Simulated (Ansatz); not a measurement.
AgPt (L1₀ or tetragonal B2, space group No. 123) at seven volumes, PBE (plane waves, PAW; program Ansatz), shape and atoms relaxed at each. One row is withheld.

```
V (Å³/atom)  P (GPa)
-----------  -------
15.086         18.99
15.583             ?
16.080          5.12
16.578          0.00
17.075         -4.22
17.572         -7.67
18.070        -10.47
```

Fit the shown pressures and predict the withheld one.

Third-order Birch–Murnaghan: P = (3/2)B₀(x^(7/2) − x^(5/2))[1 + (3/4)(B′ − 4)(x − 1)] with x = (V₀/V)^(2/3). Least squares on the six rows gives V₀ = 16.577 Å³/atom, B₀ = 154.7 GPa, B′ = 5.61. At V = 15.583, x = 1.0421 and P = 11.38 GPa. The run itself gave 11.36 GPa.

Space group P4/mmm (L1₀ or tetragonal B2). The start of the workflow was typed in or built on a structure type; neither database checked (COD, Materials Project) lists it. Its standing as an ambient phase is unchecked. The PBE relaxation kept the symmetry of its start; its stability against distortions is not shown here. The run is not spin-polarised. Scalar-relativistic: spin–orbit coupling is off unless named, which matters more the heavier the elements.

Potentials: the earlier of the program's two PAW sets.
